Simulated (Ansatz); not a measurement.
AlMo₂C in space group P6_3/mmc (No. 194; Al on 2d, Mo on 4f, C on 2a), PBEsol (plane waves, PAW; program Ansatz), all energies at zero smearing, with the estimated change up to a 700 eV cutoff added, with one set of potentials and settings (totals compare only within such a set). Cell of 8 atoms (2 Al, 4 Mo, 2 C): -21134.186 eV.

| element | reference phase | E (eV/atom) |
|---|---|---|
| Al | Fm-3m, 1 atoms in the cell | -524.5512 |
| Mo | Im-3m, 1 atoms in the cell | -4897.5018 |
| C | P6_3/mmc, 4 atoms in the cell | -246.6953 |

Formation energy per atom, worked out: (-21134.186 − 2×(-524.5512) − 4×(-4897.5018) − 2×(-246.6953))/8 = -0.211 eV/atom (-20 kJ per mol of atoms), at 0 K, without zero-point energy or fitted corrections.

The start of the workflow was typed in or built on a structure type; neither database checked (COD, Materials Project) lists it. Its standing as an ambient phase is unchecked. The PBEsol relaxation kept the symmetry of its start; its stability against distortions is not shown here. No spin polarisation was allowed. The references are the lowest solids computed at this level, not always the standard phases.

Potentials: the earlier of the program's two PAW sets. The files were generated under PBE; for other functionals the program regenerates the frozen cores, and for LDA and PBEsol the local potential too.
